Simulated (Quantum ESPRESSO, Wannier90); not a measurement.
Wannier functions of ZrSe2 (CdI2 type)

```
begin unit_cell_cart
ang
    3.8111501223    0.0000000000    0.0000000000
   -1.9055750611    3.3005528235    0.0000000000
    0.0000000000    0.0000000000    6.3999100000
end unit_cell_cart
begin atoms_frac
Zr   0.0000000000  0.0000000000  0.0000000000
Se  -0.3333333333  0.3333333333 -0.2441200000
Se   0.3333333333 -0.3333333333  0.2441200000
end atoms_frac
```

Cell from Materials Project (mp-2076), symmetrised, no further relaxation. COD (Crystallography Open Database) has an entry of this formula and space group (matched by these alone). Method: PBE plane waves in Quantum ESPRESSO 7.5 (PseudoDojo norm-conserving files, 69 Ry, no spin polarisation, no spin-orbit coupling), Bloch states on a 12×12×6 mesh through Γ, Wannier90 4.0.1. Density: 12×12×6 mesh, Gaussian smearing 0.01 Ry. The cell is built of weakly bound layers, chains or molecules, whose nearest atoms lie 3.95 Å apart. Database cells relaxed without dispersion often hold them too far apart, which can enlarge gaps and weakens couplings between them; spacing and stacking were not compared with the measured crystal. Spin-orbit coupling, left out, would split the p-like bands by a few tenths of an eV.

A tight-binding model is made by disentanglement and projection with no localisation steps (num_iter = 0), so the 11 orbitals stay atom-like: hydrogen-like Zr: d; Se: p, axes along x, y, z; frozen window up to 1.95 eV relative to the valence-band maximum. It follows pw.x to 0.4 meV rms for states up to 1.4 eV relative to the valence-band maximum. Matrix elements depend on this choice of orbitals and windows.

Problem. What are the on-site energies relative to the valence-band maximum, and how fast do the hoppings decay?

Solution. 
```
atom    orbitals  energy (eV)
----  ----------  -----------
Zr1          dz2         1.29
Zr1      dxz dyz         2.03
Zr1   dx2-y2 dxy         1.57
Se2           pz        -1.21
Se2        px py        -1.25
Se3           pz        -1.21
Se3        px py        -1.25
```

```tsv
distance of the centres (Å)	largest modulus (eV)
2–3	1.5
3–4	0.59
4–5	0.19
5–6	0.13
6–7	0.040
7–8	0.034
8–9	0.012
9–10	0.0081
10–11	0.0032
11–12	0.0028
12–13	0.0015
```
